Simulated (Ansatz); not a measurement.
BN: zone-centre modes

These are results of DFT PBE, scalar-relativistic, plane waves, PAW in Ansatz, not measurements. Settings: plane waves to 420 eV, k-mesh 10×10×6 (Γ-centred), Gaussian smearing 0.05 eV. No spin polarisation.

Zero of the scan (as given, not relaxed at this level):

```
B N
1.0
     0.00000   -1.81300   -1.81300
     0.00000    1.81300   -1.81300
     3.62600    0.00000    0.00000
B N
2 2
Direct
  0.50000 0.50000 0.50000
  0.00000 0.00000 0.00000
  0.00000 0.50000 0.25000
  0.50000 0.00000 0.75000
```

Harmonic modes by finite displacements of 0.02 Å, without the LO–TO term. The cell doubles the primitive one, so its zone centre also holds the primitive cell's point q = (0, 1/2, 1/2).

(1) At this geometry, is the structure stable against these modes?

(2) List the wavenumbers in cm⁻¹.

Answers

(1) Yes: no mode is imaginary beyond 10 cm⁻¹, and only the three translations lie near zero.

(2) 0, 0, 0, 695, 695, 883, 883, 996, 1025, 1025, 1025, 1138.

Cost: 1 run of about 0.32 core-minutes, on Arm Neoverse V2 (shared hosts).